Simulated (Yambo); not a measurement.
Yambo run on WSe2 (space group P6_3/mmc, No. 194). The wavefunctions are PBE (stringent potentials; Quantum ESPRESSO, PseudoDojo norm-conserving, 104 Ry, scalar-relativistic) ones on a 3×3×1 mesh (62 occupied bands); a = b = 3.2800 Å, c = 12.7812 Å, α = β = 90.00°, γ = 120.00°.

Yambo input:

```
rim_cut
gw0
dyson
el_el_corr
HF_and_locXC
cohsex
em1s
RandQpts= 1000000
RandGvec= 1 Ry
EXXRLvcs= 104 Ry
VXCRLvcs= 416 Ry
Chimod= "HARTREE"
% BndsRnXs
 39 | 399 |
%
NGsBlkXs= 12 Ry
% LongDrXs
 1.0 | 1.0 | 1.0 |
%
ExtendOut
% QPkrange
 1 | 1 | 62 | 62 |
 3 | 3 | 62 | 63 |
%
```

k points by index: 1 = Γ, 3 = K.

Table of the .qp output:

```
#    K-point    Band    Eo [eV]    E [eV]    E-Eo [eV]    Vxc [eV]    Vnlxc [eV]    Sc|Eo [eV]    Re(Z)    Im(Z)
#
    1    62    0.000000    -2.211806    -2.211806    -16.10456    -16.32198    -1.994387    1.000000    0.000000
    3    62    -0.185141    -2.486486    -2.301345    -15.60276    -16.18019    -1.723917    1.000000    0.000000
    3    63    1.377182    -0.275106    -1.652289    -16.29200    -11.34065    -6.603639    1.000000    0.000000
```
(The two width columns are left out.) Convergence of these settings isn't established.

Spin-orbit coupling is not included.

Geometry relaxed with PBE+D3(BJ).
